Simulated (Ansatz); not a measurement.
## WSe2: course of a relaxation

The calculation used DFT PBEsol+D3(BJ), scalar-relativistic, plane waves, PAW (Ansatz 0.2.0). Settings: 420 eV cutoff, 12×12×2 k-mesh, Gaussian smearing of 0.02 eV, no spin polarisation.

What was changed: relaxed at 2 GPa.

Spin–orbit coupling is left out, which can shift energies with elements as heavy as these.

Command:

```bash
ansatz run input.yaml --threads 1 --pin off --max-ram 2560MiB --backend cpu --events-out ev --progress --plain --runs-dir out
```

Input:

```yaml
crystal:
  lattice:
    - [3.2196864668, 0.0, 0.0]
    - [-1.6098432334, 2.7883302725, 0.0]
    - [0.0, 0.0, 16.5329604273]
  atoms:
    - { symbol: W, position: [0.0, 0.0, 0.0] }
    - { symbol: Se, position: [0.3333333333, 0.6666666667, 0.1010110882] }
    - { symbol: Se, position: [0.3333333333, 0.6666666667, 0.8989889118] }
basis:
  ecutwfc: 420
kpoints:
  mp_grid: { grid: [12, 12, 2] }
hamiltonian:
  xc: pbesol
  dispersion: d3bj
scf:
  occupations: { method: gaussian, width: 0.02 }
output:
  forces: true
  stress: true
  eigenvalues: true
relax:
  adjacent_minimum: "off"
  f_tol: 0.008
  max_steps: 50
  cell: { stress_tol: 0.08, p_target: 2.0 }
```

F is the free energy. Steps run on the plane waves of an earlier cell, but the last one, and at times one on the way, on a freshly chosen basis, so a repeated geometry can differ a little in energy. The relaxation lowers the enthalpy F + PV at the target pressure, so F itself can rise.

At step 14 F + PV rises: a step can overshoot before the optimiser corrects it.

Steps:

| step | F − F(1) (eV) | largest force component (eV/Å) | V (Å³/atom) | P (GPa) |
| --- | --- | --- | --- | --- |
| 1 | 0.0000 | 0.352 | 49.475 | 1.15 |
| 2 | 0.0942 | 0.297 | 44.607 | 1.79 |
| 3 | 0.0351 | 0.009 | 43.158 | 1.76 |
| 4 | 0.0117 | 0.236 | 41.347 | 1.92 |
| 5 | -0.0144 | 0.002 | 39.644 | 0.66 |
| 6 | 0.0875 | 1.262 | 36.360 | 5.40 |
| 7 | -0.0095 | 0.620 | 34.875 | 2.46 |
| 8 | -0.0276 | 0.549 | 32.422 | 2.34 |
| 9 | -0.0482 | 0.452 | 30.104 | 2.38 |
| 10 | -0.0751 | 0.559 | 28.045 | 2.67 |
| 11 | -0.1216 | 0.469 | 26.417 | 2.02 |
| 12 | -0.1662 | 0.542 | 24.777 | 2.45 |
| 13 | -0.2201 | 0.723 | 23.304 | 3.05 |
| 14 | -0.1402 | 1.241 | 23.744 | -6.43 |
| 15 | -0.2588 | 0.518 | 22.875 | 1.89 |
| 16 | -0.2880 | 0.558 | 22.235 | 2.14 |
| 17 | -0.3282 | 0.515 | 21.403 | 2.21 |
| 18 | -0.3523 | 0.260 | 20.387 | 2.41 |
| 19 | -0.3453 | 0.015 | 20.035 | 2.20 |
| 20 | -0.3481 | 0.002 | 20.106 | 2.01 |
| 21 | -0.3460 | 0.001 | 20.106 | 2.00 |

Relaxed structure:

```xyz
3
Lattice="3.2073 0.0000 0.0000 -1.6036 2.7776 0.0000 0.0000 0.0000 6.7708" Properties=species:S:1:pos:R:3 pbc="T T T"
W     0.0000    0.0000    0.0000
Se    0.0000    1.8517    1.6862
Se    0.0000    1.8517    5.0847
```

Symmetry: P-6m2, No. 187, hexagonal system. Conventional cell: a = 3.207 Å, b = 3.207 Å, c = 6.771 Å, α = 90.00°, β = 90.00°, γ = 120.00°. W (site symmetry -6m2) has 6 Se at 2.50 Å as nearest neighbours. Around Se (site symmetry 3m) lie 3 W at 2.50 Å.

The run converged. It took 87 s on 1 thread of AMD EPYC 9R45 96-Core Processor (Zen 5), on a shared host, peak memory 0.53 GiB.